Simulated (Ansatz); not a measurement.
Which element?

Cell vectors (Å):

```
3.0236 0.0000 0.0000
0.0000 3.0236 0.0000
0.0000 0.0000 3.3872
```

```tsv
atom	a	b	c
Ta	0.5000	0.5000	0.5000
X	0.0000	0.0000	0.0000
```

These are results of PBEsol, all-electron LAPW in Ansatz 0.2.0, scalar-relativistic, not measurements. k mesh 14×14×12, fine mesh 20×20×16, Fermi-Dirac smearing of 0.050 eV, lines of 0.1 eV, Drude damping 0.2 eV.

Independent-particle optical response of a crystal from Kohn-Sham bands on the fine mesh with a Drude term, no local fields or excitons; Cartesian axes as in the cell vectors.

| Item | Value |
| --- | --- |
| Fine mesh | 20, 20, 16 |
| Line width | 0.1 eV |
| Drude damping | 0.2 eV |
| Further gaussian width | 0.3 eV |

```csv
photon energy (eV),dielectric imag xx
1.2,30.6
2.4,30.45
3.6,19.47
4.8,15
6,11.91
7.2,4.95
8.4,2.72
9.6,1.94
10.8,2.97
12,2.81
13.2,2.48
14.4,2.05
15.6,1.85
16.8,2.69
18,2.42
19.2,1.29
20.4,1.17
21.6,1.11
22.8,1.06
24,0.82
25.2,0.56
26.4,0.5
27.6,0.47
28.8,0.39
30,0.35
```

All X atoms are one element. Which one was computed?

Ru; the crystal is TaRu (P4/mmm).

Keep in mind: these sums move with the mesh, by several per cent and more for small sheets; spectra summed at the mesh points alone; no spin-orbit coupling on heavy atoms.
